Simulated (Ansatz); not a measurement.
Input:

MoS₂:
```
CELL_PARAMETERS angstrom
      3.12222     0.00000     0.00000
     -1.56111     2.70392     0.00000
      0.00000     0.00000    12.07786
ATOMIC_POSITIONS crystal
  Mo 0.33333 0.66667 0.25000
  Mo 0.66667 0.33333 0.75000
  S  0.33333 0.66667 0.62132
  S  0.66667 0.33333 0.12132
  S  0.66667 0.33333 0.37868
  S  0.33333 0.66667 0.87868
```

This is the LDA-relaxed structure. Cartesian axes are those of the cell as given.

All from LDA in the plane-wave PAW code Ansatz, unless another level is named. Give the vibrational entropy at 300 K.

20.6 J/(K·mol of atoms).

What about the zero-point energy?

55.5 meV/atom.

Predict the Debye temperature from the elastic constants.

376 K.

And the elastic constants (relaxed ions, GPa)?

C11 = 243, C12 = 59.1, C13 = 11.3, C33 = 52.6, C44 = 20.3.

Space group P6_3/mmc. The LDA relaxation kept the symmetry of its start; phonons on a q-mesh show no instability. The run is not spin-polarised. A crystal of weakly bound layers computed without a dispersion correction: the cell and the soft elastic constants depend strongly on that.

Potentials: the later of the program's two PAW sets.
